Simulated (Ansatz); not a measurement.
RbBr:
```
RbBr
1.0
    0.00000     3.50893     3.50893
    3.50893     0.00000     3.50893
    3.50893     3.50893     0.00000
Rb Br
1 1
Cartesian
  0.00000   0.00000   0.00000
  3.50893   3.50893   3.50893
```

Relaxed with PBE. Special points in fractions of this cell's reciprocal vectors: Γ (0.000, 0.000, 0.000); X (0.500, 0.000, 0.500); U (0.625, 0.250, 0.625); K (0.375, 0.375, 0.750); L (0.500, 0.500, 0.500); W (0.500, 0.250, 0.750).

**Question.** List the band energies nearest the valence-band maximum at these points for plane-wave PAW PBE (Ansatz code).

**Answer.** In eV from the valence-band maximum; about four levels below and three above (degenerate sets whole), none deeper than 8.9 eV; points with the same levels are listed once.

```
k                             below                above
-  --------------------------------  -------------------
Γ  -8.64 -8.64 -8.64 0.00 0.00 0.00  4.19 7.25 7.25 7.25
X     -8.69 -8.69 -0.45 -0.15 -0.15       5.67 6.86 8.84
U           -8.66 -0.44 -0.39 -0.23       6.33 7.79 7.95
L           -8.61 -0.87 -0.30 -0.30  6.63 7.47 9.27 9.27
W           -8.63 -0.43 -0.33 -0.33       7.00 7.00 7.97
```

Space group Fm-3m (rock salt). The PBE relaxation kept the symmetry of its start; phonons on a q-mesh show no instability. Spin–orbit coupling is left out wherever it is not named.

Potentials: the later of the program's two PAW sets.
